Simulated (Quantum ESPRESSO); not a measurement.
Simulation results for Al2InGaAs4 (made-up cell)

All values are calculated (Quantum ESPRESSO 7.5). Calculation on a made-up crystal cell, not a measurement: periodic Kohn-Sham density functional theory in plane waves with PseudoDojo standard norm-conserving scalar-relativistic pseudopotentials, each functional with its own files (v0.5 for PBE, v0.4.1 for LDA and PBEsol), no spin polarisation, no spin-orbit coupling, atoms not relaxed, stress positive in tension, energies less a fixed whole-eV offset for each atom's element; levels are Kohn-Sham levels at fractions of this cell's reciprocal vectors, counted from the reference band (half the neutral cell's valence electrons, rounded up) at Gamma; error bars cover cutoff and k-mesh only, not smearing or the files; added strain carries the atoms with the cell, and shear is the tensor component; each bar is the largest change over components, and at least 0.002 eV, 0.002 eV per angstrom or 0.02 GPa; energies are for the whole cell, and the offsets were chosen from early runs and are not element reference energies.

```json
{"formula": "Al2InGaAs4", "kind": "made-up cell", "structure": {"cell_angstrom": [[5.7959, -0.0176, -0.0305], [-0.0176, 5.6226, -0.0165], [-0.0305, -0.0165, 5.6917]], "atoms_fractional": [["Al", 0.00905, -0.00859, 0.02063], ["In", 0.00071, 0.50778, 0.50983], ["Al", 0.46788, -0.00037, 0.49069], ["Ga", 0.50367, 0.51698, -0.00529], ["As", 0.25321, 0.26431, 0.23982], ["As", 0.25277, 0.75947, 0.76038], ["As", 0.76226, 0.23517, 0.77895], ["As", 0.75867, 0.74426, 0.24445]]}, "given": {"lattice_type": "zincblende/diamond", "functional": "pbe", "cutoff [eV]": 1143, "fermi_dirac_smearing [eV]": 0.025, "scf_tolerance [eV]": 1e-07, "electrons_removed": 0, "k_mesh": "4 x 4 x 4, shifted by half a step", "atom_site": [1, 2, 3, 4, 5, 6, 7, 8], "atom_energy_offset [eV]": [-64, -1808, -64, -2080, -2887, -2887, -2887, -2887]}, "results": {"free_energy_less_offsets [eV]": 1.636, "smearing_term_minus_ts [eV]": 0.0, "scf_iterations": 10, "pressure [GPa]": 6.163, "stress_xx [GPa]": -5.043, "stress_yy [GPa]": -6.814, "stress_zz [GPa]": -6.632, "stress_yz [GPa]": 0.8792, "stress_xz [GPa]": -1.742, "stress_xy [GPa]": -0.4885, "force_site": [1, 2, 3, 4, 5, 6, 7, 8], "force_x [eV/angstrom]": [-0.05213, -0.4247, 1.876, 0.5583, 0.5379, 0.5429, -1.417, -1.621], "force_y [eV/angstrom]": [0.3711, -1.245, 0.3428, -0.9319, -0.4432, 0.7971, -0.3077, 1.417], "force_z [eV/angstrom]": [-0.3197, 0.4863, 0.2827, -0.1798, -0.2134, 0.5466, -0.7687, 0.166], "error_bar_energy [eV]": 0.01005, "error_bar_stress [GPa]": 0.02, "error_bar_force [eV/angstrom]": 0.004538, "error_bars_from": "tighter rerun of a related cell"}}
```
